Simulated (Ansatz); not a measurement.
Mg2SeS:
```cif
data_Mg2SSe
_chemical_formula_sum 'Mg2 Se1 S1'
_space_group_name_H-M_alt 'P-4m2'
_space_group_IT_number 115
_space_group_name_Hall 'P -4 -2'
_cell_length_a 4.05562
_cell_length_b 4.05562
_cell_length_c 5.72219
_cell_angle_alpha 90.000
_cell_angle_beta 90.000
_cell_angle_gamma 90.000
loop_
_atom_site_label
_atom_site_type_symbol
_atom_site_symmetry_multiplicity
_atom_site_Wyckoff_symbol
_atom_site_fract_x
_atom_site_fract_y
_atom_site_fract_z
_atom_site_occupancy
Mg1 Mg 2 g 0.00000 0.50000 0.26296 1
Se1 Se 1 b 0.50000 0.50000 0.00000 1
S1 S 1 d 0.00000 0.00000 0.50000 1
```

Relaxed with LDA.

### Question
Give the optical modes at the zone centre with their infrared and Raman activity from DFPT, DFT-LDA in the program Ansatz with PAW potentials.

### Answer
Transverse frequencies, without the LO–TO term; a row sums one degenerate level.

```csv
ω (cm⁻¹),degeneracy,IR ((D/Å)²/amu),Raman (Å⁴/amu),activity,symmetry
97,2,0.01,0,silent,E
218,1,0.36,1.1,IR+Raman,B2
284,2,6.63,5.6,IR+Raman,E
316,1,9.99,5.4,IR+Raman,B2
331,2,14.13,8.2,IR+Raman,E
332,1,0.00,17,Raman,A1
```

### Question
How high does the top mode go among those that the LO–TO term moves?

### Answer
394 cm⁻¹ for q along x, 394 cm⁻¹ for q along y, 389 cm⁻¹ for q along z.

The first step of the workflow began from a Materials Project structure, measured or hypothetical; the Crystallography Open Database copy checked does not list it. Its standing as an ambient phase is unchecked. The LDA relaxation kept the symmetry of its start; phonons on a q-mesh show no instability.

Potentials: the later of the program's two PAW sets.
